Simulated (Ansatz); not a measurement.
Input file for Ansatz (a program for electronic structure):

Ansatz 0.2 input:
```yaml
crystal:
  lattice:
    - [-1.4002580666, 1.4002580666, 2.2603856683]
    - [1.4002580666, -1.4002580666, 2.2603856683]
    - [1.4002580666, 1.4002580666, -2.2603856683]
  atoms:
    - { symbol: Ga, position: [0.0, 0.0, 0.0] }
kpoints:
  mp_grid: { grid: [15, 15, 15] }
  band_path:
    path:
      - [[0.0, 0.0, 0.0], [0.0, 0.0, 0.5], [0.25, 0.25, 0.25], [0.0, 0.5, 0.0], [0.0, 0.0, 0.0], [0.5, 0.5, -0.5], [0.3459380938, 0.6540619062, -0.3459380938]]  # Γ-X-P-N-Γ-M-S
      - [[-0.3459380938, 0.3459380938, 0.3459380938], [0.0, 0.0, 0.0]]  # S_0-Γ
      - [[0.0, 0.0, 0.5], [-0.1918761875, 0.1918761875, 0.5]]  # X-R
      - [[0.5, 0.5, -0.1918761875], [0.5, 0.5, -0.5]]  # G-M
    npoints: 8
basis: { xc_grid: 2 }
hamiltonian:
  xc: pbesol
  pseudopotentials: { azcp: { folder: ./paw }, kind: paw_fr }
magnetization: { noncollinear: true, spin_orbit: true }
scf:
  n_extra_bands: 13
  convergence: { dr2_threshold: 0.0000000001 }
  occupations: { method: gaussian, width: 0.05 }
output: { eigenvalues: true }
```

Output (shortened):

```
Pseudopotential: Ga, paw, valence charge 13
Functional definition: PBEsol
non-collinear run that drives no moment, with spin-orbit …
Crystal: 1 atoms, lattice volume = 17.728 Å³
Basis set: ecut = 420 eV, 347 PW (Γ), exchange–correlation on 48×48×48 points (8 copies of the dense FFT grid, shifted against one another)
Bands: 26, of which v1, the nominal top of the filled ones, is band 13 counted from 1 (12 counted from 0)
Symmetry: 16 space group operations + 16 with time reversal
k-points: 288 of 3375
Projection manifold: j_resolved (fully-relativistic pseudo-atomic orbitals)
SCF iter   1: F=—  HF=-3743.282187 eV  |F-HF|=—  |Δ(HF+E_count)|=         —  Δρ=2.19e-2  dr2=6.95e-2  dr2_m=0.00e0 (ungated)  ethr=3.10e-3  |M|=0.00e0 ∫|m|=0.00e0 μB  |m|>n=0.0e0 m-floor=0.0e0 τ_xc=0.0e0  β_m=0.30  ⟨swp⟩=6.4  Hψ=23910  notcnv=0  defer=318
preconditioner: auto → none
SCF iter   2: F=—  HF=-3743.261227 eV  |F-HF|=—  |Δ(HF+E_count)|=   2.10e-2  Δρ=1.59e-2  dr2=2.57e-2  dr2_m=0.00e0 (ungated)  ethr=5.35e-4  |M|=0.00e0 ∫|m|=0.00e0 μB  |m|>n=0.0e0 m-floor=0.0e0 τ_xc=0.0e0  β_m=0.48  ⟨swp⟩=2.0  Hψ=5762  notcnv=0  defer=2058
SCF iter   3: F=—  HF=-3743.258748 eV  |F-HF|=—  |Δ(HF+E_count)|=   2.48e-3  Δρ=5.61e-3  dr2=1.64e-3  dr2_m=0.00e0 (ungated)  ethr=1.98e-4  |M|=0.00e0 ∫|m|=0.00e0 μB  |m|>n=0.0e0 m-floor=0.0e0 τ_xc=0.0e0  β_m=0.60  ⟨swp⟩=2.9  Hψ=5376  notcnv=0  defer=2060
SCF iter   4: F=—  HF=-3743.259609 eV  |F-HF|=—  |Δ(HF+E_count)|=   8.62e-4  Δρ=3.42e-4  dr2=9.31e-6  dr2_m=0.00e0 (ungated)  ethr=1.26e-5  |M|=0.00e0 ∫|m|=0.00e0 μB  |m|>n=0.0e0 m-floor=0.0e0 τ_xc=0.0e0  β_m=0.73  ⟨swp⟩=2.4  Hψ=5446  notcnv=0  defer=2060
SCF iter   5: F=—  HF=-3743.259601 eV  |F-HF|=—  |Δ(HF+E_count)|=   8.83e-6  Δρ=3.60e-4  dr2=1.34e-5  dr2_m=0.00e0 (ungated)  ethr=7.16e-8  |M|=0.00e0 ∫|m|=0.00e0 μB  |m|>n=0.0e0 m-floor=0.0e0 τ_xc=0.0e0  β_m=0.64  ⟨swp⟩=2.1  Hψ=4724  notcnv=0  defer=2060
SCF iter   6: F=—  HF=-3743.259594 eV  |F-HF|=—  |Δ(HF+E_count)|=   6.87e-6  Δρ=1.95e-5  dr2=3.77e-8  dr2_m=0.00e0 (ungated)  ethr=7.16e-8  |M|=0.00e0 ∫|m|=0.00e0 μB  |m|>n=0.0e0 m-floor=0.0e0 τ_xc=0.0e0  β_m=0.74  ⟨swp⟩=2.0  Hψ=4578  notcnv=0  defer=2060
SCF iter   7: F=—  HF=-3743.259594 eV  |F-HF|=—  |Δ(HF+E_count)|=   9.63e-8  Δρ=7.96e-6  dr2=5.99e-9  dr2_m=0.00e0 (ungated)  ethr=2.90e-10  |M|=0.00e0 ∫|m|=0.00e0 μB  |m|>n=0.0e0 m-floor=0.0e0 τ_xc=0.0e0  β_m=0.87  ⟨swp⟩=2.0  Hψ=4531  notcnv=0  defer=2060
SCF iter   8: F=—  HF=-3743.259594 eV  |F-HF|=—  |Δ(HF+E_count)|=   2.32e-9  Δρ=1.69e-6  dr2=2.83e-10  dr2_m=0.00e0 (ungated)  ethr=4.61e-11  |M|=0.00e0 ∫|m|=0.00e0 μB  |m|>n=0.0e0 m-floor=0.0e0 τ_xc=0.0e0  β_m=0.86  ⟨swp⟩=2.1  Hψ=4369  notcnv=0  defer=2060
SCF iter   9: F=-3743.259594 eV  HF=-3743.259594 eV  |F-HF|=2.27e-12  |Δ(HF+E_count)|=  1.22e-10  Δρ=2.11e-7  dr2=3.66e-12  dr2_m=0.00e0 (ungated)  ethr=1.00e-12  |M|=0.00e0 ∫|m|=0.00e0 μB  |m|>n=0.0e0 m-floor=0.0e0 τ_xc=0.0e0  ⟨swp⟩=7.7  Hψ=17641  notcnv=0
SCF 1 converged in 9 iterations: F = -3743.259594 eV  dr2 = 3.66e-12
NSCF: frozen V_eff on 76 k-points
SCF converged after 9 iterations
Magnetization: |M| = 0.0000 μB,  M = (+0.0000, +0.0000, +0.0000) μB
Absolute magnetization: 0.0000 μB (∫|m|)
  site 0: m = (+0.0000, +0.0000, +0.0000) μB, |m| = 0.0000 μB  (R = 1.16 Å)
Free energy (F): -3743.259594 eV
Harris-Foulkes:  -3743.259594 eV  (|F-HF|=2.27e-12)
Internal energy: -3743.258976 eV  (E = F + TS)
E sigma→0 (E₀):  -3743.259285 eV
Entropy (-TS):   -0.000618 eV (-0.618 meV/atom)
Fermi energy:    10.398809 eV
--- Per-component energies (eV) ---
  E_band       = -26.481778
  E_kinetic    = 111.558343
  E_local      = -1216.237926  (includes V_loc(G=0)·N_el)
  E_nonlocal   = -96.126100
  E_hartree    = 813.499675
  E_xc         = -63.696072
  E_vxc        = -56.977312  (∫ρ·V_xc dr)
  E_paw        = -1946.016832  (= ΣΔE_a)
  E_vpaw       = -395.697793  (= ΣTr[D̂ρ^β])
  E_aug_tail   = -0.000238  (compensation charges beyond the density's cutoff)
  E_ewald      = -1347.105530
  E_core_change = 0.865704  (= ΣΔE_core)
  E_smearing   = -0.000618  (= −TS)
  E_closure    =  0.000000  (closes the sum)
  Σ components = -3743.259594   (vs F -3743.259594, Δ=0.00e0)
  [band-id]    e_kinetic+e_local+e_nonlocal+2·e_hartree+e_vxc+e_vpaw+e_augmentation_tail = -26.481675   (vs E_band -26.481778, Δ=1.03e-4)
--- Band table (eV; the first three rows and the last of 288) ---
  k-point 0: bands = ["-4.7389", "-4.7389", "-4.7015", "-4.7015", "-4.2938", "-4.2938", "-4.2414", "-4.2414", "-4.1490", "-4.1490", "-1.1015", "-1.1015", "23.0610", "23.0610", "23.5009", "23.5009", "23.5137", "23.5137", "26.5935", "26.5935", "26.8657", …
  k-point 1: bands = ["-4.7293", "-4.7293", "-4.6999", "-4.6999", "-4.2905", "-4.2905", "-4.2374", "-4.2374", "-4.1549", "-4.1549", "-0.9279", "-0.9279", "21.9941", "21.9941", "22.4093", "22.4093", "22.8213", "22.8213", "24.9147", "24.9147", "27.9271", …
  k-point 2: bands = ["-4.7087", "-4.7087", "-4.6942", "-4.6942", "-4.2824", "-4.2824", "-4.2222", "-4.2222", "-4.1719", "-4.1719", "-0.4036", "-0.4036", "20.0863", "20.0863", "20.7095", "20.7095", "21.5099", "21.5099", "23.0781", "23.0781", "28.4436", …
  k-point 287: bands = ["-4.8026", "-4.8026", "-4.7339", "-4.7339", "-4.2053", "-4.2053", "-4.1884", "-4.1884", "-4.0234", "-4.0234", "6.4472", "6.4472", "6.7774", "6.7774", "15.8962", "15.8962", "17.2560", "17.2560", "20.7466", "20.7466", "22.2661", …
```

Cost: about 9 core-seconds (a rough figure) on shared cores.

Space group I4/mmm (body-centred tetragonal). The workflow started from a Materials Project entry (that database holds measured and hypothetical structures alike); the Crystallography Open Database copy checked does not list it. It is not the phase usual at ambient conditions (space group No. 64). Symmetry was held in the PBEsol relaxation; whether a distortion lowers the energy is not shown.

Potentials: the earlier of the program's two PAW sets. The files were generated under PBE; for other functionals the program regenerates the frozen cores, and for LDA and PBEsol the local potential too.

Ansatz is a plane-wave DFT program.
